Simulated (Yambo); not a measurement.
G0W0@PBEsol for RbNH2 (space group P2_1/m, No. 11) in Yambo. Reference settings: 2×4×2 Γ-centred k mesh, 169 bands and a 7 Ry block in the screening, 169 bands in G with the Bruneval-Gonze terminator, plasmon pole fitted at 27.2 eV. The PBEsol gap (0, 0, -0.5) → Γ on this mesh is 1.96 eV; G0W0 gaps are taken between the same points.

The settings were changed. The gap went from 4.10 eV to 4.09 eV, and the shift of the valence edge from -1.31 eV to -1.07 eV.

Question: What was changed between the two runs?
A. 107 bands in G, no terminator
B. 61 bands in W, 61 bands in G
C. 107 bands in G
D. pole fitted at 55 eV

Answer: B, 61 bands in W, 61 bands in G. The others gave (gap, valence shift): 107 bands in G: 4.09, -1.29 eV; pole fitted at 55 eV: 4.13, -1.38 eV; 107 bands in G, no terminator: 3.93, -0.99 eV.

Geometry of the Materials Project entry, not relaxed at this level; primitive cell a = 4.8411 Å, b = 3.9473 Å, c = 6.4122 Å, α = 90.00°, β = 98.92°, γ = 90.00°.

The structure is a Materials Project entry; no match was found in the copy of COD used, and its stability was not checked.

A shift is the quasiparticle energy of the state minus its PBEsol energy.
